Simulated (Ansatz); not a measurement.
YB2Ir3:
```
CELL_PARAMETERS angstrom
      5.40815     0.00000     0.00000
     -2.70407     4.68359     0.00000
      0.00000     0.00000     3.12414
ATOMIC_POSITIONS crystal
  B  0.33333 0.66667 0.00000
  B  0.66667 0.33333 0.00000
  Y  0.00000 0.00000 0.00000
  Ir 0.50000 0.50000 0.50000
  Ir 0.00000 0.50000 0.50000
  Ir 0.50000 0.00000 0.50000
```

Relaxed with PBEsol. Special points in fractions of this cell's reciprocal vectors: Γ (0.000, 0.000, 0.000); M (0.500, 0.000, 0.000); K (0.333, 0.333, 0.000); A (0.000, 0.000, 0.500); L (0.500, 0.000, 0.500); H (0.333, 0.333, 0.500).

Task: List the band energies nearest the Fermi level at these points for the program Ansatz at the PBEsol level (PAW).

Result: In eV from the Fermi level; about four levels below and three above (degenerate sets whole), none deeper than 8.9 eV; points with the same levels are listed once.

| k | below | above |
|---|---|---|
| Γ | -1.45 -1.45 -0.95 -0.95 -0.60 | 0.39 0.89 1.50 |
| M | -2.06 -2.04 -1.35 -0.76 | 0.26 1.59 2.29 |
| K | -1.64 -1.64 -1.64 -0.95 | 0.41 1.65 1.65 |
| A | -1.16 -1.16 -0.89 -0.89 -0.88 | 0.15 0.15 1.55 |
| L | -1.18 -0.67 -0.21 -0.15 | 0.09 2.14 2.50 |
| H | -1.62 -1.62 -0.50 -0.50 -0.29 | 0.06 1.04 3.92 3.92 |

Space group P6/mmm. The workflow started from an entry of the Crystallography Open Database (COD); the relaxed space group is not among those it files for this formula. COD files the formula under space group No. 12, so this cell is another polymorph or a model. Whether it is the stable phase at ambient conditions was not checked. The cell was relaxed with PBEsol under the symmetry of its start; its stability against distortions is not shown here. No spin polarisation was allowed. Scalar-relativistic: spin–orbit coupling is off unless named, which matters more the heavier the elements.

Potentials: the later of the program's two PAW sets.
